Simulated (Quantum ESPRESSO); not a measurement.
# Si6AsGa: input and log of a self-consistent run

Simulated, not a measurement. The program is pw.x of Quantum ESPRESSO 7.5 (plane-wave density functional theory). The cell is made up: 8 atoms on a zincblende/diamond lattice, with randomly drawn elements, strain and displacements, not relaxed. PseudoDojo standard norm-conserving files (v0.5 for PBE, v0.4.1 for LDA and PBEsol) set the functional; there is no spin polarisation, spin-orbit coupling or dispersion term, and the masses in the input are unused placeholders.

Input:

```
&control calculation='scf', pseudo_dir='./dojo.nc.sr.pbe.v0_5.standard.upf', outdir='./o', disk_io='medium', tprnfor=.true., tstress=.true. /
&system ibrav=0, nat=8, ntyp=3, nbnd=36, ecutwfc=84.00895049, nosym=.true., tot_charge=0,
 occupations='smearing', smearing='fd', degauss=0.0073498644
/
&electrons conv_thr=7.350e-09, electron_maxstep=60, /
ATOMIC_SPECIES
As 1.0 As.upf
Ga 1.0 Ga.upf
Si 1.0 Si.upf
CELL_PARAMETERS angstrom
5.6657 -0.0173 0.035
-0.0173 5.6953 -0.0697
0.0358 -0.0714 5.4869
ATOMIC_POSITIONS angstrom
Si 0.0664 0.064 0.0083
Si 0.0635 2.8801 2.7578
Si 2.8234 -0.1459 2.7382
Si 2.7718 2.9513 -0.1192
As 1.5278 1.4385 1.3779
Ga 1.4873 4.259 4.0302
Si 4.3674 1.2742 4.206
Si 4.1351 4.2869 1.2912
K_POINTS automatic
6 6 6 1 1 1
```

The log is shortened where brackets say so; the opening notice, blank lines, dates and the lines on written files are dropped, and the path of the files is cut. It prints rydbergs, bohrs and kilobars, and counts compression as positive stress.

```
     Program PWSCF v.7.5
     Parallel version (MPI & OpenMP), running on       1 processor cores
     Number of MPI processes:                 1
     Threads/MPI process:                     1
     [start-up lines left out]
     bravais-lattice index     =            0
     lattice parameter (alat)  =      10.7069  a.u.
     unit-cell volume          =    1194.5473 (a.u.)^3
     number of atoms/cell      =            8
     number of atomic types    =            3
     number of electrons       =        52.00
     number of Kohn-Sham states=           36
     kinetic-energy cutoff     =      84.0090  Ry
     charge density cutoff     =     336.0358  Ry
     scf convergence threshold =      7.3E-09
     mixing beta               =       0.7000
     number of iterations used =            8  plain     mixing
     Exchange-correlation= PBE
                           (   1   4   3   4   0   0   0)
     [axes and pseudopotential details left out]
   Cartesian axes
     site n.     atom                  positions (alat units)
         1        Si     tau(   1) = (   0.0117194   0.0112958   0.0014649  )
         2        Si     tau(   2) = (   0.0112075   0.5083276   0.4867421  )
         3        Si     tau(   3) = (   0.4983202  -0.0257508   0.4832827  )
         4        Si     tau(   4) = (   0.4892130   0.5208941  -0.0210384  )
         5        As     tau(   5) = (   0.2696514   0.2538902   0.2431945  )
         6        Ga     tau(   6) = (   0.2625033   0.7516986   0.7113162  )
         7        Si     tau(   7) = (   0.7708308   0.2248918   0.7423443  )
         8        Si     tau(   8) = (   0.7298307   0.7566229   0.2278923  )
     number of k points=   108  Fermi-Dirac smearing, width (Ry)=  0.0073
     Number of k-points >= 100: set verbosity='high' to print them.
     Dense  grid:   124257 G-vectors     FFT dimensions: (  64,  64,  64)
     Estimated max dynamical RAM per process >     158.77 MB
     Initial potential from superposition of free atoms
     starting charge      51.9934, renormalised to      52.0000
     Starting wfcs are   42 randomized atomic wfcs
     total cpu time spent up to now is       30.1 secs
     per-process dynamical memory:   107.0 Mb
     Self-consistent Calculation
     iteration #  1     ecut=    84.01 Ry     beta= 0.70
     Davidson diagonalization with overlap
     ethr =  1.00E-02,  avg # of iterations =  4.1
     Threshold (ethr) on eigenvalues was too large:
     Diagonalizing with lowered threshold
     Davidson diagonalization with overlap
     ethr =  3.76E-04,  avg # of iterations =  6.0
     total cpu time spent up to now is      215.7 secs
     total energy              =    -415.74868528 Ry
     estimated scf accuracy    <       0.21417014 Ry
     iteration #  2     ecut=    84.01 Ry     beta= 0.70
     Davidson diagonalization with overlap
     ethr =  4.12E-04,  avg # of iterations =  2.1
     total cpu time spent up to now is      317.7 secs
     total energy              =    -415.75495755 Ry
     estimated scf accuracy    <       0.06190017 Ry
     iteration #  3     ecut=    84.01 Ry     beta= 0.70
     Davidson diagonalization with overlap
     ethr =  1.19E-04,  avg # of iterations =  2.9
     total cpu time spent up to now is      438.5 secs
     total energy              =    -415.77261352 Ry
     estimated scf accuracy    <       0.02453996 Ry
     iteration #  4     ecut=    84.01 Ry     beta= 0.70
     Davidson diagonalization with overlap
     ethr =  4.72E-05,  avg # of iterations =  3.6
     total cpu time spent up to now is      561.3 secs
     total energy              =    -415.77699724 Ry
     estimated scf accuracy    <       0.00030097 Ry
     iteration #  5     ecut=    84.01 Ry     beta= 0.70
     Davidson diagonalization with overlap
     c_bands:  1 eigenvalues not converged
     c_bands:  1 eigenvalues not converged
     c_bands:  1 eigenvalues not converged
     ethr =  5.79E-07,  avg # of iterations =  9.4
     total cpu time spent up to now is      726.3 secs
     total energy              =    -415.77713190 Ry
     estimated scf accuracy    <       0.00009377 Ry
     iteration #  6     ecut=    84.01 Ry     beta= 0.70
     Davidson diagonalization with overlap
     ethr =  1.80E-07,  avg # of iterations =  2.2
     total cpu time spent up to now is      849.9 secs
     total energy              =    -415.77715211 Ry
     estimated scf accuracy    <       0.00000896 Ry
     iteration #  7     ecut=    84.01 Ry     beta= 0.70
     Davidson diagonalization with overlap
     ethr =  1.72E-08,  avg # of iterations =  2.0
     total cpu time spent up to now is      967.3 secs
     total energy              =    -415.77715388 Ry
     estimated scf accuracy    <       0.00000056 Ry
     iteration #  8     ecut=    84.01 Ry     beta= 0.70
     Davidson diagonalization with overlap
     ethr =  1.08E-09,  avg # of iterations =  4.0
     total cpu time spent up to now is     1084.4 secs
     total energy              =    -415.77715411 Ry
     estimated scf accuracy    <       0.00000017 Ry
     iteration #  9     ecut=    84.01 Ry     beta= 0.70
     Davidson diagonalization with overlap
     ethr =  3.18E-10,  avg # of iterations =  2.0
     total cpu time spent up to now is     1188.2 secs
     total energy              =    -415.77715414 Ry
     estimated scf accuracy    <       0.00000002 Ry
     iteration # 10     ecut=    84.01 Ry     beta= 0.70
     Davidson diagonalization with overlap
     ethr =  4.32E-11,  avg # of iterations =  2.0
     total cpu time spent up to now is     1286.9 secs
     End of self-consistent calculation
     Number of k-points >= 100: set verbosity='high' to print the bands.
     the Fermi energy is     6.4319 ev
!    total energy              =    -415.77715415 Ry
     estimated scf accuracy    <          7.9E-10 Ry
     smearing contrib. (-TS)   =      -0.00135889 Ry
     internal energy E=F+TS    =    -415.77579526 Ry
     The total energy is F=E-TS. E is the sum of the following terms:
     one-electron contribution =    -250.43908670 Ry
     hartree contribution      =     151.81016973 Ry
     xc contribution           =    -107.63179457 Ry
     ewald contribution        =    -209.51508373 Ry
     convergence has been achieved in  10 iterations
     Forces acting on atoms (cartesian axes, Ry/au):
     atom    1 type  3   force =    -0.01842872   -0.03869948    0.00899702
     atom    2 type  3   force =    -0.05653044   -0.01541301   -0.00930526
     atom    3 type  3   force =     0.04751346    0.05410607    0.02067125
     atom    4 type  3   force =     0.05449512   -0.04216188    0.00410888
     atom    5 type  1   force =    -0.01809193    0.01363835    0.00365896
     atom    6 type  2   force =    -0.04104376    0.00421423    0.01723543
     atom    7 type  3   force =    -0.03248787    0.04382201   -0.04134236
     atom    8 type  3   force =     0.06457415   -0.01950629   -0.00402390
     Total force =     0.166109     Total SCF correction =     0.000069
     Computing stress (Cartesian axis) and pressure
          total   stress  (Ry/bohr**3)                   (kbar)     P=      -19.95
  -0.00018512   0.00000443  -0.00003161          -27.23        0.65       -4.65
   0.00000443  -0.00022175   0.00006475            0.65      -32.62        9.53
  -0.00003161   0.00006475  -0.00000006           -4.65        9.53       -0.01
     init_run     :     28.58s CPU     30.02s WALL (       1 calls)
     electrons    :   1181.47s CPU   1256.79s WALL (       1 calls)
     forces       :     13.74s CPU     13.88s WALL (       1 calls)
     stress       :     50.70s CPU     53.05s WALL (       1 calls)
     [timing details left out]
     PWSCF        :  21m14.85s CPU  22m34.84s WALL
     JOB DONE.
```

In other units: free energy -5656.936 eV for the cell, pressure -2.00 GPa, largest force component 1.660 eV/Å. A rerun of the same cell at another strain at 1437 eV and a 8 x 8 x 8 mesh moved values by no more than 0.003 eV in energy, 0.02 GPa in stress and 0.003 eV/Å in force.